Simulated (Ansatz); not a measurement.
## Is this Al₄Co₃Ni structure stable?

It was reached by relaxing an invented guess, and it needn't be the stable form of this composition.

Computed with DFT PBE, scalar-relativistic, plane waves, PAW in Ansatz 0.2.0. Settings of the last relaxation (8-atom cell): 420 eV, 10×10×10 k points, Gaussian smearing of 0.10 eV, collinear spin.

Space group Im-3m (No. 229). a = 5.731 Å, b = 5.731 Å, c = 5.731 Å, α = 90.00°, β = 90.00°, γ = 90.00°
| atom | site | symmetry | x | y | z |
| --- | --- | --- | --- | --- | --- |
| Al | 8c | .-3m | 0.2500 | 0.7500 | 0.2500 |
| Co | 6b | 4/mm.m | 0.0000 | 0.5000 | 0.0000 |
| Ni | 2a | m-3m | 0.0000 | 0.0000 | 0.0000 |

Formation energies are uncorrected and refer to the elements' standard structures at the same level.

**Question.** These tests were run: energy against the elements; random kick, then relaxation without symmetry; elastic tensor. What do they show?

**Answer.**

```
                                         test                   result
                  energy against the elements            −0.59 eV/atom
random kick, then relaxation without symmetry                  returns
                               elastic tensor  least eigenvalue 67 GPa
```

It fails none of these tests. Other phases of the system weren't compared here, so this isn't yet thermodynamic stability. Phonons away from Γ weren't computed.

Another magnetic order may lie lower. The kick test ran on a coarse mesh. The run for the elastic tensor used a 10×10×10 k mesh and Gaussian smearing of 0.20 eV. The cell carries site moments Ni 0.1; Co 0.3 (×3) μB.
